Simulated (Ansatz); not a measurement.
Values for one crystal, relaxed and computed with PBEsol (plane waves, PAW; program Ansatz); other levels are named.

```yaml
volume_per_atom: 14.00 Å³
electronic_character: metallic (no gap)
Density of states at the Fermi level: 1.5 states/eV per atom (mean over ±0.08 eV)
Bulk modulus (Birch–Murnaghan fit): 256 GPa
Gap with spin–orbit coupling: none (metallic)
mechanical_stability: unstable (C has a negative eigenvalue)
Formation energy from the elements (no fitted shifts): 0.85 eV/atom
```

**Question.** Pick the material that matches.
A) VCo3, Cu3Au type
B) AlCu3, Cu3Au type
C) GaBi, rock salt
D) CoW, rock salt

**Answer.** D, CoW, rock salt

Space group Fm-3m (rock salt). The start of the workflow was typed in or built on a structure type; neither database checked (COD, Materials Project) lists it. Whether it is the stable phase at ambient conditions was not checked. Symmetry was held in the PBEsol relaxation. The workflow began spin-polarised and lost its moments. Its formation energy is positive at this level, so the cell may be metastable or incomplete. The references are the lowest solids computed at this level, not always the standard phases. Scalar-relativistic: spin–orbit coupling is off unless named, which matters more the heavier the elements.

Potentials: the later of the program's two PAW sets.
